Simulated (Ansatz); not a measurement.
## Be (P6_3/mmc), elastic constants by finite strains: input and output

Level of theory: LDA, PAW on Ansatz 0.2.0's default frozen-core files (fitted under PBE), scalar-relativistic.

The cell comes from a PAW relaxation under the same functional.

Command:

```sh
ansatz run input.yaml --threads 1 --pin off --max-ram 2560MiB --backend cpu --events-out ev --progress --plain --runs-dir out
```

Input file:

```yaml
crystal:
  lattice:
    - [2.22806301952, 0.0, 0.0]
    - [-1.11403150976, 1.92955917614, 0.0]
    - [0.0, 0.0, 3.51232119773]
  atoms:
    - { symbol: Be, position: [0.333333333333, 0.666666666667, 0.25] }
    - { symbol: Be, position: [0.666666666667, 0.333333333333, 0.75] }
kpoints:
  mp_grid: { grid: [24, 24, 14] }
scf:
  occupations: { method: fermi_dirac, width: 0.05 }
hamiltonian:
  xc: lda
  pseudopotentials: { kind: paw }
elastic:
  mode: relaxed_ion
  stencil: two_point
  amplitude: 0.005
```

Output (shortened where marked):

```
Warning: RAYON_NUM_THREADS=1 ignored (pool sized by the plan → 1); use --threads N
Engine: ansatz 0.2.0, aarch64-unknown-linux-gnu
Pseudopotentials: kind: paw
Pseudopotential: Be, paw, valence charge 2, recommended cutoff 420 eV (normal), Be.paw.azcp
Functional definition: SPW92
  exchange = slater_x
  correlation = pw_c
Crystal: 2 atoms, lattice volume = 15.100 Å³
Basis set: ecut = 420 eV, 299 PW (Γ)
Bands: 6, of which v1, the nominal top of the filled ones, is band 2 counted from 1 (1 counted from 0)
Symmetry: 24 space group operations
Space group: P63/mmc (ITA 194), of the structure as read, at distance tolerance 2.5e-5 Å
k-points: 488 of 8064
Non-local potential: Be, projectors of the file, l = 0: 2, l = 1: 2, l = 2: 1
PAW form: soft (Blöchl's): semilocal exchange-correlation on the pseudo side does not see the compensation charge
PAW frozen core: Be, regenerated for the run's functional, and the local potential with it (the file was generated under x = pbe(κ = 0.804, μ = 0.2195149727645171), c = pbe(β = 0.06672455060314922))
PAW one-centre angular grid: Be, 110 points (default); XC on 64 Gauss nodes
[... 191 lines left out ...]
  C* (energy form; C + prestress term) asymmetry max|C*_kj − C*_jk| = 2.558e-1 GPa — a small one proves nothing (zero by symmetry where the batch's group is 432, −43m or m−3m); a large one is finite-difference/SCF noise where ...
  moduli (Voigt/Reuss/Hill, GPa): K = 131.59/131.04/131.31   G = 148.42/134.45/141.43   E = 312.21   ν = 0.104
  mechanically stable: yes (min eigenvalue of sym C = 96.31 GPa)
  the stresses are not corrected for the forces that the relaxations left standing (`elastic.f_tol`)
  strain η (Voigt 11):  stress-route row diagonal C_11 = 280.30 GPa, energy-path curvature d²(F+E_count+ΔE)/dδ²/Ω₀ = 278.94 GPa
         δ    σ_11 (GPa)             F (eV)   n_scf  n_hpsi   n_pw
    -5.000e-3      -1.3756        -176.4678926       2   98996    306   relax 3 steps, max|allowed force component| 2.99e-5 eV/Å
     5.000e-3       1.4274        -176.4678653       2   99076    310   relax 3 steps, max|allowed force component| 1.03e-6 eV/Å
  strain η (Voigt 33):  stress-route row diagonal C_33 = 412.33 GPa, energy-path curvature d²(F+E_count+ΔE)/dδ²/Ω₀ = 412.69 GPa
         δ    σ_33 (GPa)             F (eV)   n_scf  n_hpsi   n_pw
    -5.000e-3      -2.0840        -176.4677170       6   52834    304   relax 0 steps, max|allowed force component| 1.39e-16 eV/Å
     5.000e-3       2.0393        -176.4677266       4   46672    312   relax 0 steps, max|allowed force component| 1.48e-16 eV/Å
  strain η (Voigt 23):  stress-route row diagonal C_44 = 178.36 GPa, energy-path curvature d²(F+E_count+ΔE)/dδ²/Ω₀ = 178.40 GPa
         δ    σ_23 (GPa)             F (eV)   n_scf  n_hpsi   n_pw
    -5.000e-3      -0.8918        -176.4679975       2  166814    307   relax 3 steps, max|allowed force component| 8.65e-7 eV/Å
     5.000e-3       0.8918        -176.4679975       2  166836    307   relax 3 steps, max|allowed force component| 2.80e-7 eV/Å
```

The run converged.

**Strained cells**

Elastic constants of a crystal by Kohn-Sham DFT: slopes of the stress over finite engineering strains of the given cell, Voigt indices, Cartesian axes as in the input; stress of each strained cell less that at rest, tension positive.

| strain component | strain | stress xx (GPa) | stress yy (GPa) | stress zz (GPa) | stress yz (GPa) | stress xz (GPa) | stress xy (GPa) | relaxation steps |
| --- | --- | --- | --- | --- | --- | --- | --- | --- |
| xx | -0.005 | -1.407 | -0.4596 | -0.0414 | 0 | 0 | 0 | 3 |
| xx | 0.005 | 1.396 | 0.4172 | 0.0475 | 0 | 0 | 0 | 3 |
| zz | -0.005 | -0.0536 | -0.0536 | -2.081 | 0 | 0 | 0 | 0 |
| zz | 0.005 | 0.0375 | 0.0375 | 2.042 | 0 | 0 | 0 | 0 |
| yz | -0.005 | -0.0031 | 0.0054 | -0.0098 | -0.8918 | 0 | 0 | 3 |
| yz | 0.005 | -0.0031 | 0.0054 | -0.0098 | 0.8918 | 0 | 0 | 3 |

### Elastic constants

```json
{
 "Pressure at rest": "-0.02 GPa",
 "Least elastic eigenvalue": "96.31 GPa",
 "Elastically stable": "yes"
}
```

| index | elastic (GPa) |
| --- | --- |
| 11 | 280.3 |
| 12 | 87.68 |
| 13 | 9 |
| 33 | 412.3 |
| 44 | 178.4 |

**Elastic moduli**

Hill averages of a grain aggregate, Debye temperature from the mean sound speed over directions.

| Quantity | Value |
| --- | --- |
| Bulk modulus | 131.3 GPa |
| Shear modulus | 141.4 GPa |
| Young modulus | 312.2 GPa |
| Poisson ratio | 0.1037 |
| Bulk over shear modulus | 0.9284 |
| Elastic anisotropy index | 0.5239 |
| Least young modulus | 252.8 GPa |
| Largest young modulus | 411.9 GPa |
| Longitudinal sound speed | 12700 m/s |
| Transverse sound speed | 8447 m/s |
| Elastic debye temperature | 1389 K |
| Linear compressibility (x, y, z) | 2.661, 2.661, 2.309 1/TPa |

Known limits: frozen-core PAW files fitted under PBE, their cores solved anew for the functional of the run; responses of metals move with mesh and smearing; elastic stability says nothing of phonons or of other phases.

Time and hardware: 110 s on 1 thread of Arm Neoverse V2, with other jobs on the host, peak memory 0.56 GiB.
